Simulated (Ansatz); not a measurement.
Relaxed-ion elastic tensor of Cu (fcc (Cu type), Fm-3m) in GPa (Voigt order), plane-wave PAW r²SCAN+D4 (Ansatz code); density 9.35 g/cm³, 11.28 Å³ per atom.

```csv
,1,2,3,4,5,6
1,211,151,151,0.0,0.0,0.0
2,151,211,151,0.0,0.0,0.0
3,151,151,211,0.0,0.0,0.0
4,0.0,0.0,0.0,97.0,0.0,0.0
5,0.0,0.0,0.0,0.0,97.0,0.0
6,0.0,0.0,0.0,0.0,0.0,97.0
```

Is the crystal mechanically stable?

Yes: the smallest eigenvalue of C is 60.5 GPa.

Work out the Voigt, Reuss and Hill averages.

K_V = 171, K_R = 171, K_H = 171; G_V = 70.3, G_R = 51.5, G_H = 60.9 GPa.

Give Young's modulus, Poisson's ratio, Pugh's ratio and the universal anisotropy index.

E = 9KG/(3K + G) = 163 GPa; ν = 0.34; K/G = 2.81 (ductile by the Pugh limit of 1.75); A_U = 5G_V/G_R + K_V/K_R − 6 = 1.82.

Estimate the sound speeds and the Debye temperature.

v_l = √((K + 4G/3)/ρ) = 5190 m/s, v_t = √(G/ρ) = 2550 m/s, mean 2870 m/s; Θ = (h/k)(3n/4πV)^(1/3) v_m = 380 K.

Give the Zener ratio and Young's modulus along [100], [110] and [111].

A = 2C44/(C11 − C12) = 3.21; 1/E = S11 − 2(S11 − S12 − S44/2)Γ with Γ = 0, 1/4, 1/3 gives 85.7, 167, 245 GPa.

Solve the Christoffel equation for the three sound speeds along [100], [110], [111].

Eigenvalues of C_ijkl n_j n_l equal ρv². In km/s, slowest first: [100] 3.22, 3.22, 4.75; [110] 1.80, 3.22, 5.45; [111] 2.37, 2.37, 5.67.

The r²SCAN+D4 relaxation kept the symmetry of its start. The run is not spin-polarised. The pairwise dispersion correction was not fitted to metals. As this level gives no gap, shear constants depend on the k-mesh and smearing (Fermi–Dirac, 0.1 eV here).

Potentials: the later of the program's two PAW sets.
